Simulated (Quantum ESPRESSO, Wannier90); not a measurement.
## Wannier functions of BaSnO$_{3}$ (cubic perovskite)

```
begin unit_cell_cart
ang
    4.1434700000    0.0000000000    0.0000000000
    0.0000000000    4.1434700000    0.0000000000
    0.0000000000    0.0000000000    4.1434700000
end unit_cell_cart
begin atoms_frac
Ba   0.5000000000  0.5000000000  0.5000000000
Sn   0.0000000000  0.0000000000  0.0000000000
O    0.0000000000  0.5000000000  0.0000000000
O    0.5000000000  0.0000000000  0.0000000000
O    0.0000000000  0.0000000000  0.5000000000
end atoms_frac
```

Structure: Materials Project mp-3163, symmetrised, not relaxed again. COD (Crystallography Open Database) records the formula in this space group. Ideal cubic forms of this type are often high-temperature phases that distort on cooling; symmetry holds the cell here, and its stability was not tested. Level: LDA, no spin polarisation, no spin-orbit coupling; pw.x of Quantum ESPRESSO at 68 Ry with PseudoDojo potentials, 8×8×8 k-points, Wannier90. Density: 8×8×8 mesh, Gaussian smearing 0.01 Ry. Spin-orbit coupling is left out although heavy elements are present.

A tight-binding model is made by disentanglement and projection with no localisation steps (num_iter = 0), so the 22 orbitals stay atom-like: hydrogen-like Ba: s;d; Sn: s;p; O: s;p, axes along x, y, z; frozen window up to 2.05 eV relative to the valence-band maximum. It follows pw.x to 0.3 meV rms for states up to 1.6 eV relative to the valence-band maximum. Matrix elements depend on this choice of orbitals and windows. Bands 10–12 (Ba 5p 93 %) lie between the kept ones and are excluded.

The 30 largest hoppings ⟨m,0|H|n,R⟩ between different sites (one of each Hermitian pair; signs follow the real orbitals' lobes; the list may end inside a set of equal values):

```json
[
 {"m": "O3 py", "n": "Sn2 py", "R": "0 0 0", "distance of the centres (Å)": "2.07", "t (eV)": "2.835"},
 {"m": "O4 px", "n": "Sn2 px", "R": "0 0 0", "distance of the centres (Å)": "2.07", "t (eV)": "2.835"},
 {"m": "O5 pz", "n": "Sn2 pz", "R": "0 0 0", "distance of the centres (Å)": "2.07", "t (eV)": "2.835"},
 {"m": "O5 pz", "n": "Sn2 pz", "R": "0 0 1", "distance of the centres (Å)": "2.07", "t (eV)": "2.835"},
 {"m": "O3 py", "n": "Sn2 py", "R": "0 1 0", "distance of the centres (Å)": "2.07", "t (eV)": "2.835"},
 {"m": "O4 px", "n": "Sn2 px", "R": "1 0 0", "distance of the centres (Å)": "2.07", "t (eV)": "2.835"},
 {"m": "O4 s", "n": "Sn2 px", "R": "0 0 0", "distance of the centres (Å)": "2.07", "t (eV)": "-2.433"},
 {"m": "O5 s", "n": "Sn2 pz", "R": "0 0 0", "distance of the centres (Å)": "2.07", "t (eV)": "-2.433"},
 {"m": "O5 s", "n": "Sn2 pz", "R": "0 0 1", "distance of the centres (Å)": "2.07", "t (eV)": "2.433"},
 {"m": "O4 s", "n": "Sn2 px", "R": "1 0 0", "distance of the centres (Å)": "2.07", "t (eV)": "2.433"},
 {"m": "O3 s", "n": "Sn2 py", "R": "0 0 0", "distance of the centres (Å)": "2.07", "t (eV)": "-2.433"},
 {"m": "O3 s", "n": "Sn2 py", "R": "0 1 0", "distance of the centres (Å)": "2.07", "t (eV)": "2.433"},
 {"m": "O3 py", "n": "Sn2 s", "R": "0 0 0", "distance of the centres (Å)": "2.07", "t (eV)": "2.295"},
 {"m": "O4 px", "n": "Sn2 s", "R": "0 0 0", "distance of the centres (Å)": "2.07", "t (eV)": "2.295"},
 {"m": "O5 pz", "n": "Sn2 s", "R": "0 0 0", "distance of the centres (Å)": "2.07", "t (eV)": "2.295"},
 {"m": "O5 pz", "n": "Sn2 s", "R": "0 0 1", "distance of the centres (Å)": "2.07", "t (eV)": "-2.295"},
 {"m": "O3 py", "n": "Sn2 s", "R": "0 1 0", "distance of the centres (Å)": "2.07", "t (eV)": "-2.295"},
 {"m": "O4 px", "n": "Sn2 s", "R": "1 0 0", "distance of the centres (Å)": "2.07", "t (eV)": "-2.295"},
 {"m": "O4 s", "n": "Sn2 s", "R": "0 0 0", "distance of the centres (Å)": "2.07", "t (eV)": "-1.173"},
 {"m": "O5 s", "n": "Sn2 s", "R": "0 0 0", "distance of the centres (Å)": "2.07", "t (eV)": "-1.173"},
 {"m": "O5 s", "n": "Sn2 s", "R": "0 0 1", "distance of the centres (Å)": "2.07", "t (eV)": "-1.173"},
 {"m": "O4 s", "n": "Sn2 s", "R": "1 0 0", "distance of the centres (Å)": "2.07", "t (eV)": "-1.173"},
 {"m": "O3 s", "n": "Sn2 s", "R": "0 0 0", "distance of the centres (Å)": "2.07", "t (eV)": "-1.173"},
 {"m": "O3 s", "n": "Sn2 s", "R": "0 1 0", "distance of the centres (Å)": "2.07", "t (eV)": "-1.173"},
 {"m": "O4 pz", "n": "Sn2 pz", "R": "0 0 0", "distance of the centres (Å)": "2.07", "t (eV)": "-0.915"},
 {"m": "O5 px", "n": "Sn2 px", "R": "0 0 0", "distance of the centres (Å)": "2.07", "t (eV)": "-0.915"},
 {"m": "O5 py", "n": "Sn2 py", "R": "0 0 0", "distance of the centres (Å)": "2.07", "t (eV)": "-0.915"},
 {"m": "O5 px", "n": "Sn2 px", "R": "0 0 1", "distance of the centres (Å)": "2.07", "t (eV)": "-0.915"},
 {"m": "O5 py", "n": "Sn2 py", "R": "0 0 1", "distance of the centres (Å)": "2.07", "t (eV)": "-0.915"},
 {"m": "O4 pz", "n": "Sn2 pz", "R": "1 0 0", "distance of the centres (Å)": "2.07", "t (eV)": "-0.915"}
]
```
